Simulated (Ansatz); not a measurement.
One crystal and one scan (energy over volume and axial ratio) at two levels, PBEsol (plane waves to 420 eV, PAW, scalar-relativistic; Ansatz, a first-principles code) and r2SCAN (plane waves to 500 eV, PAW, scalar-relativistic; Ansatz), each from its own relaxed cell and on its own mesh. The cell shown is that of PBEsol.

BaZrO3 (cubic perovskite)

```
CELL_PARAMETERS angstrom
      4.18056     0.00000     0.00000
      0.00000     4.18056     0.00000
      0.00000     0.00000     4.18056
ATOMIC_POSITIONS crystal
  Ba 0.00000 0.00000 0.00000
  Zr 0.50000 0.50000 0.50000
  O  0.00000 0.50000 0.50000
  O  0.50000 0.50000 0.00000
  O  0.50000 0.00000 0.50000
```

The relaxed cell is deformed in two ways at once: its volume V is scaled, and at that volume it is stretched along z (the c axis of the conventional cell) so that c/a changes. Fractional atomic positions are held.

E stands for the smeared free energy. BaZrO3 is run without spin polarisation. BaZrO3 was relaxed with its symmetry unable to fall. Percentages come from the unrounded values.

Results of PBEsol:

* **Lattice constant a (Å)**: 4.181
* **Shear modulus C′ = (C11 − C12)/2 (fit, atoms clamped) (GPa)**: 120

Estimate the r2SCAN values.


```tsv
quantity	r2SCAN	PBEsol − r2SCAN
Lattice constant a (Å)	4.205	-0.024 (-0.6 %)
Shear modulus C′ = (C11 − C12)/2 (fit, atoms clamped) (GPa)	117	+3 (+3 %)
```

PBEsol gives the higher value for: shear modulus C′. PBEsol gives the lower value for: lattice constant a. Neither level is exact: the differences show how much the result hangs on the functional.

(A scan under strain: stresses follow from slopes of the energy per volume, elastic moduli from its curvatures.)
